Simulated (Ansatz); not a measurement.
ZrRh$_{3}$ in space group I4/mmm (No. 139; Rh on 2b, Rh on 4d, Zr on 2a) under volume change, PBE (plane waves, PAW; program Ansatz), shape and atoms relaxed at each volume.

```
V (Å³/atom)  E − E(relaxed) (meV/atom)  P (GPa)
-----------  -------------------------  -------
14.219                            96.7    24.10
14.688                            40.4    14.65
15.157                             9.5     6.70
15.625                             0.0     0.00
16.094                             8.5    -5.64
16.563                            32.1   -10.38
17.032                            68.5   -14.36
```

Problem. What does a third-order Birch–Murnaghan fit give for V₀, B₀ and B′?

Solution. V₀ = 15.63 Å³/atom, B₀ = 204 GPa, B′ = 4.7.

The cell is a constructed one: a structure type filled with these elements; neither database checked (COD, Materials Project) lists it. COD files the formula under space group No. 221. Its standing as an ambient phase is unchecked. The PBE relaxation kept the symmetry of its start; its stability against distortions is not shown here. No spin polarisation was allowed.

Potentials: the earlier of the program's two PAW sets.
